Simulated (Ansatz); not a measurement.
Input:

BaMg2Pb2:
```
BaMg2Pb2
1.0
    4.98455     0.00000     0.00000
    0.00000     4.98455     0.00000
    0.00000     0.00000    12.30215
Pb Mg Ba
4 4 2
Direct
  0.00000   0.50000   0.86614
  0.50000   0.00000   0.13386
  0.00000   0.00000   0.50000
  0.50000   0.50000   0.50000
  0.00000   0.00000   0.00000
  0.50000   0.50000   0.00000
  0.00000   0.50000   0.63530
  0.50000   0.00000   0.36470
  0.00000   0.50000   0.24998
  0.50000   0.00000   0.75002
```

This is the r²SCAN-relaxed structure.

Q: All from r²SCAN (plane waves, PAW; program Ansatz), unless another level is named. Estimate the density of states at the Fermi level.

A: 0.22 states/eV per atom (mean over ±0.08 eV).

Q: And the formation energy from the elements (no fitted shifts)?

A: -0.51 eV/atom.

Space group P4/nmm. The workflow started from an entry of the Crystallography Open Database (COD). Whether it is the stable phase at ambient conditions was not checked. The r²SCAN relaxation kept the symmetry of its start; its stability against distortions is not shown here. The references are the lowest solids computed at this level, not always the standard phases. Spin–orbit coupling is left out wherever it is not named.

Potentials: the later of the program's two PAW sets.
